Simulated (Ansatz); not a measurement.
SrO (rock salt)

```
SrO
1.0
    0.00000     5.19500     5.19500
    2.59750     0.00000     2.59750
    2.59750     2.59750     0.00000
O Sr
2 2
Direct
  0.00000   0.00000   0.00000
  0.50000   0.00000   0.00000
  0.25000   0.50000   0.50000
  0.75000   0.50000   0.50000
```

The atoms are displaced by Q × the pattern below (from a DFPT mode at L = (0.5, 0.0, 0.0), largest move 1; Q in Å), at fixed cell. It is one choice among 2 degenerate patterns. (q is in reciprocal vectors of the primitive cell; the cell shown is doubled to hold the pattern.)

```csv
atom,x,y,z
O1,0.285,-0.520,0.805
O2,-0.285,0.520,-0.805
```

Atoms not listed stay in place.

All values below come from PBE (plane waves to 420 eV, PAW, scalar-relativistic; Ansatz, a first-principles code). k mesh 11×11×11 (Γ-centred), Fermi-Dirac smearing 0.05 eV. Energies are smeared free energies. SrO was relaxed with its symmetry unable to fall. ΔE is measured from the undisplaced structure.

Q: Estimate the ΔE (eV/cell) and −dE/dQ from forces (eV/Å) for Q (Å) = -0.180, -0.090, -0.060, -0.030, 0.060, 0.120.

A: 
```json
[
 {"Q (Å)": "-0.180", "ΔE (eV/cell)": "0.1273", "−dE/dQ from forces (eV/Å)": "1.432"},
 {"Q (Å)": "-0.090", "ΔE (eV/cell)": "0.0315", "−dE/dQ from forces (eV/Å)": "0.703"},
 {"Q (Å)": "-0.060", "ΔE (eV/cell)": "0.0140", "−dE/dQ from forces (eV/Å)": "0.467"},
 {"Q (Å)": "-0.030", "ΔE (eV/cell)": "0.0035", "−dE/dQ from forces (eV/Å)": "0.233"},
 {"Q (Å)": "0.060", "ΔE (eV/cell)": "0.0140", "−dE/dQ from forces (eV/Å)": "-0.467"},
 {"Q (Å)": "0.120", "ΔE (eV/cell)": "0.0562", "−dE/dQ from forces (eV/Å)": "-0.941"}
]
```

(A displaced cell: forces are minus the slopes of the energy, force constants its curvatures, and phonons follow from these.)
